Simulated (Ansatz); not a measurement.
Total density of states per atom from the program Ansatz at the r²SCAN+D4 level (PAW), in 0.25 eV bins, energy from the valence-band maximum:

(E (eV), states/eV/atom): (-7.85, 0.00); (-7.60, 0.00); (-7.35, 0.00); (-7.10, 0.00); (-6.85, 0.00); (-6.60, 0.37); (-6.35, 0.30); (-6.10, 0.26); (-5.85, 0.96); (-5.60, 0.20); (-5.35, 0.21); (-5.10, 0.25); (-4.85, 0.94); (-4.60, 0.77); (-4.35, 0.75); (-4.10, 0.85); (-3.85, 0.68); (-3.60, 0.90); (-3.35, 0.47); (-3.10, 0.06); (-2.85, 0.00); (-2.60, 0.00); (-2.35, 0.04); (-2.10, 1.30); (-1.85, 0.73); (-1.60, 0.60); (-1.35, 0.94); (-1.10, 0.40); (-0.85, 1.28); (-0.60, 0.97); (-0.35, 1.13); (-0.10, 0.62); (0.15, 0.00); (0.40, 0.00); (0.65, 0.00); (0.90, 0.00); (1.15, 0.00); (1.40, 0.00); (1.65, 0.00); (1.90, 0.00); (2.15, 0.00); (2.40, 0.09); (2.65, 0.44); (2.90, 0.68); (3.15, 0.72); (3.40, 0.43); (3.65, 0.49); (3.90, 1.14); (4.15, 0.78); (4.40, 0.93); (4.65, 0.67); (4.90, 0.71); (5.15, 0.62); (5.40, 0.29); (5.65, 0.01); (5.90, 0.00); (6.15, 0.00); (6.40, 0.04); (6.65, 0.09); (6.90, 0.20); (7.15, 0.61)

Which of these materials gives this?
(A) Cu, fcc (Cu type)
(B) Ta, bcc (W type)
(C) S, S12-ring
(D) Bi, A7 (α-As type)

C, S, S12-ring. Top 1 eV of the valence band: S 3p 95 %. Bottom 1 eV of the conduction band: S 3p 76 %, S 3s 13 %, outside the projected shells 11 %. Projections are on Löwdin-orthogonalised atomic valence shells; empty p or d shells of many metals are not among them.

Space group Pnnm (S12-ring). The first step of the workflow began from a Materials Project structure, measured or hypothetical; the Crystallography Open Database files this formula in space group No. 58, but the cells were not matched. It is not the phase usual at ambient conditions (space group No. 70). The cell was relaxed with r²SCAN+D4 under the symmetry of its start; whether a distortion lowers the energy is not shown.

Potentials: the later of the program's two PAW sets.
